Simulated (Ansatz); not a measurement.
KZnF3 (cubic perovskite)

```
KZnF3
1.0
    4.05234     0.00000     0.00000
    0.00000     4.05234     0.00000
    0.00000     0.00000     4.05234
K Zn F
1 1 3
Direct
  0.00000   0.00000   0.00000
  0.50000   0.50000   0.50000
  0.00000   0.50000   0.50000
  0.50000   0.00000   0.50000
  0.50000   0.50000   0.00000
```

The slice is a {210} plane (indices of the conventional cell) through the point (0.500, 0.500, 0.000) (fractional), spanned by u = [100] and v = [021] in vectors of this cell: u (4.05 Å) and v (9.06 Å, at 90° to u). It covers one period; positions are fractions (u, v).

Calculation: PBEsol (plane waves to 420 eV, PAW, scalar-relativistic; Ansatz, a quantum-chemistry and plane-wave program). k mesh 8×8×8. Near the nuclei the fields are pseudised (PAW); where an atom keeps semicore shells as valence, they peak there. KZnF3 was relaxed with its symmetry unable to fall.

Three fields on this plane, each scaled to ten steps between its own extremes (0 low, 9 high; the total valence density on a logarithmic scale, the potential cut 8 eV below its top; x marks points blanked near nuclei; v = 0 in the bottom row):

Map A
```
|xxx999888999xx|
|xxx998777899xx|
|xx88865556888x|
|99986432346899|
|99875200025789|
|99874000004789|
|99874100014789|
|99985300035899|
|98987533357898|
|88888766678888|
|67888888888887|
|34578999998754|
|xx0478xxx8740x|
|xxx05xxxxx50xx|
|xxx04xxxxx40xx|
|xxxxxxxxxxxxxx|
|xxx04xxxxx40xx|
|xxx05xxxxx50xx|
|xx0478xxx8740x|
|34578999998754|
|67888888888887|
|88888766678888|
|98987533357898|
|99985300035899|
|99874100014789|
|99874000004789|
|99875200025789|
|99986432346899|
|xx88865556888x|
|xxx998777899xx|
|xxx999888999xx|
|xxxx9988899xxx|
```

Map B
```
|xxx820000028xx|
|xxx500000005xx|
|xx51000100015x|
|22100145410012|
|00001588851000|
|00001799971000|
|32001699961002|
|65200489840025|
|77400145410047|
|76410000000146|
|43200000000023|
|11000123210001|
|xx1014xxx4101x|
|xxx12xxxxx21xx|
|xxx14xxxxx41xx|
|xxxxxxxxxxxxxx|
|xxx14xxxxx41xx|
|xxx12xxxxx21xx|
|xx1014xxx4101x|
|11000123210001|
|43200000000023|
|76410000000146|
|77400145410047|
|65200489840025|
|32001699961002|
|00001799971000|
|00001588851000|
|22100145410012|
|xx51000100015x|
|xxx500000005xx|
|xxx820000028xx|
|xxxx4000004xxx|
```

Map C
```
|xxx842000248xx|
|xxx642121246xx|
|xx64334443346x|
|55433566653345|
|33224688864223|
|33235799975323|
|54435799975344|
|76544688864456|
|87643456543467|
|87643334333467|
|77542233322457|
|77543455543457|
|xx7557xxx7557x|
|xxx77xxxxx77xx|
|xxx89xxxxx98xx|
|xxxxxxxxxxxxxx|
|xxx89xxxxx98xx|
|xxx77xxxxx77xx|
|xx7557xxx7557x|
|77543455543457|
|77542233322457|
|87643334333467|
|87643456543467|
|76544688864456|
|54435799975344|
|33235799975323|
|33224688864223|
|55433566653345|
|xx64334443346x|
|xxx642121246xx|
|xxx842000248xx|
|xxxx5200025xxx|
```

Question: Assign the maps to these fields: electron localisation function (ELF); valence electron density; electrostatic potential energy of an electron, from the cell's mean.

Answer: A is the electrostatic potential energy of an electron, from the cell's mean; B is the electron localisation function (ELF); C is the valence electron density.
